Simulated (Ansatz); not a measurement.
An elastic tensor (GPa, Voigt order, standard axes) from the program Ansatz at the PBEsol level (PAW):

|  | 1 | 2 | 3 | 4 | 5 | 6 |
|---|---|---|---|---|---|---|
| 1 | 89.1 | 53.2 | 53.2 | 0.0 | 0.0 | 0.0 |
| 2 | 53.2 | 89.1 | 53.2 | 0.0 | 0.0 | 0.0 |
| 3 | 53.2 | 53.2 | 89.1 | 0.0 | 0.0 | 0.0 |
| 4 | 0.0 | 0.0 | 0.0 | 39.7 | 0.0 | 0.0 |
| 5 | 0.0 | 0.0 | 0.0 | 0.0 | 39.7 | 0.0 |
| 6 | 0.0 | 0.0 | 0.0 | 0.0 | 0.0 | 39.7 |

**Question.** Which compound is it?
(A) Nb, bcc (W type)
(B) Pt, fcc (Cu type)
(C) Rb, bcc (W type)
(D) ZnSe, zinc blende

**Answer.** D, ZnSe, zinc blende

Space group F-43m (zinc blende). The PBEsol relaxation kept the symmetry of its start.

Potentials: the later of the program's two PAW sets.
